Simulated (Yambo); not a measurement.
Rb2PtC2 (space group P-3m1, No. 164); a = 5.406 Å, b = 5.406 Å, c = 5.201 Å, α = 90.00°, β = 90.00°, γ = 120.00°. With the G0W0 scissor the direct gap on the mesh is 1.87 eV. Axes are Cartesian, with cell vectors (Å) (5.41, 0.00, 0.00), (-2.70, 4.68, 0.00), (0.00, 0.00, 5.20).

Problem. Does this run resolve the lowest exciton, and if so, what are its energy and binding? (Yambo, PBEsol bands; 6×6×4 mesh, 7 valence and 6 conduction bands, static screening with 70 bands and a 3 Ry block, scissor 0.84 eV, Tamm-Dancoff.)

Solution. The mesh holds a bound state, but the numbers are provisional. These are vertical excitations (zero momentum); the indirect quasiparticle gap, about 1.87 eV, is smaller than the direct one (2.08 eV on the GW mesh). The lowest state lies at 1.40 eV (weak for light along x, 2 states within 2 meV), the direct quasiparticle gap on this mesh at 1.87 eV. Its binding energy, counted from that gap, is 0.47 eV; it spreads over about 27 k points of the mesh. On a 3×3×2 mesh the same difference is 0.79 eV, so it isn't converged. The scissor comes from a G0W0 run whose convergence isn't established. Without spin-orbit coupling, band edges of such heavy elements can be off by tenths of an eV.

Geometry of the Materials Project entry, not relaxed at this level.
